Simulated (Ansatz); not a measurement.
MgH$_{2}$, in the lowest among the structures calculated here: P4₂/mnm (No. 136), tP6, rutile type; a = b = 4.476 Å, c = 3.008 Å, α = β = γ = 90.00°; Mg 2a (0.000, 0.000, 0.000); H 4f (0.304, 0.304, 0.000). Computed with PBEsol (plane waves to 420 eV, PAW, scalar-relativistic; Ansatz, a quantum-chemistry and plane-wave program). Element references, the lowest calculated here: Mg (P6₃/mmc), H (Pa-3, a generated molecular cell); gases are represented by their molecular solids.

Total energies (eV/atom, σ → 0; comparable only within this code, potentials and settings):

```
phase           E (eV/atom)
--------------  -----------
MgH2 (P4₂/mnm)     -647.965
Mg (P6₃/mmc)      -1912.052
H (Pa-3)            -15.618
```

Q: What is the formation energy of this P4₂/mnm form of MgH2 from the elements?

A: E_f = -647.965 − [1 × (-1912.052) + 2 × (-15.618)] / 3 = -0.20 eV/atom (-0.6 eV per formula unit).

Static energies, no anion corrections, no zero-point energy. Values are rounded to 0.01 eV/atom. The compounds carry no spin polarisation.
